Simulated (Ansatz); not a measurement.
BeTe (CsCl type, space group No. 221) under volume change, r²SCAN (plane waves, PAW; program Ansatz), scaled uniformly.

```csv
V (Å³/atom),E − E(relaxed) (meV/atom),P (GPa)
17.456,31.9,6.57
18.032,13.0,3.95
18.607,3.1,1.70
19.183,0.0,0.01
19.758,3.1,-1.69
20.334,11.7,-3.06
20.909,25.0,-4.33
```

Task: What does a third-order Birch–Murnaghan fit give for V₀, B₀ and B′?

Result: V₀ = 19.16 Å³/atom, B₀ = 58.4 GPa, B′ = 4.0.

Space group Pm-3m (CsCl type). The cell is a constructed one: a structure type filled with these elements; neither database checked (COD, Materials Project) lists it. COD files the formula under space group No. 216, so this cell is another polymorph or a model. Whether it is the stable phase at ambient conditions was not checked. Symmetry was held in the r²SCAN relaxation. At this level the phase is mechanically unstable. Scalar-relativistic: spin–orbit coupling is off unless named, which matters more the heavier the elements.

Potentials: the later of the program's two PAW sets.
